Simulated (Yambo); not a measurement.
Yambo run on SrCd2P2 (space group P-3m1, No. 164). The wavefunctions are LDA (pw.x of Quantum ESPRESSO, ONCV potentials, without SOC) ones on a 3×3×2 mesh (30 occupied bands); a = b = 4.3595 Å, c = 7.3115 Å, α = β = 90.00°, γ = 120.00°.

Yambo input:

```
rim_cut
gw0
dyson
el_el_corr
HF_and_locXC
ppa
em1d
RandQpts= 1000000
RandGvec= 1 Ry
EXXRLvcs= 102 Ry
VXCRLvcs= 408 Ry
Chimod= "HARTREE"
% BndsRnXp
 9 | 59 |
%
NGsBlkXp= 8 Ry
% LongDrXp
 1.0 | 1.0 | 1.0 |
%
PPAPntXp= 27.2114 eV
% GbndRnge
 1 | 59 |
%
GTermKind= "BG"
DysSolver= "n"
ExtendOut
% QPkrange
 1 | 1 | 30 | 31 |
%
```

k points by index: 1 = Γ.

The o-*.qp file then holds:

```
#    K-point    Band    Eo [eV]    E [eV]    E-Eo [eV]    Vxc [eV]    Vnlxc [eV]    Sc|Eo [eV]    Sc|E [eV]    dSc/dw|Eo [eV]    Re(Z)    Im(Z)
#
    1    30    0.000000    -0.053365    -0.053365    -13.09565    -15.01483    1.850495    1.865814    -7.795253    0.777317    -0.001774
    1    31    0.543906    1.339280    0.795375    -10.80459    -6.588051    -3.216177    -3.421162    -7.011682    0.795115    -0.001670
```
(The two width columns are left out.) Convergence of these settings isn't established.

Geometry of the Materials Project entry, not relaxed at this level.

The structure is a Materials Project entry; no match was found in the copy of COD used, and its stability was not checked.
